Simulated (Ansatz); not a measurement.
One stationary structure of TiAl3. All values below come from PBEsol (plane waves to 420 eV, PAW, scalar-relativistic; Ansatz, a first-principles code).

```
CELL_PARAMETERS angstrom
      3.94879     0.00000     0.00000
      0.00000     3.94879     0.00000
      0.00000     0.00000     3.94879
ATOMIC_POSITIONS crystal
  Al 0.00000 0.50000 0.50000
  Al 0.50000 0.50000 0.00000
  Al 0.50000 0.00000 0.50000
  Ti 0.00000 0.00000 0.00000
```

Q: Determine the symmetry and give the standard cell with its independent sites.

A: Space group Pm-3m (No. 221); a = b = c = 3.949 Å, α = β = γ = 90.00°

```
atom  site  symmetry       x       y       z
----  ----  --------  ------  ------  ------
Al      3c    4/mm.m  0.0000  0.5000  0.5000
Ti      1a      m-3m  0.0000  0.0000  0.0000
```

This is the Cu3Au type.

Q: Give the shortest distances between elements (the closest pairs, up to four, under 3.6 Å).

A: Al–Al 2.79 Å; Al–Ti 2.79 Å.

| Item | Result |
|---|---|
| Volume per atom | 15.39 Å³ |
| Band gap | zero (metallic) |

No spin polarisation in the result.

The run could not lose the symmetry of its start; a randomly shaken copy of 8 atoms returns to this structure.

All atoms sit on sites fixed by symmetry, so only the cell could relax.

The first start was generated by placing the elements on the sites of a structure type. Materials Project lists a structure of TiAl3 in the same space group, Pm-3m (No. 221); the sites were not compared with it, nor with measured phases. Known forms of TiAl3 include space group No. 139.
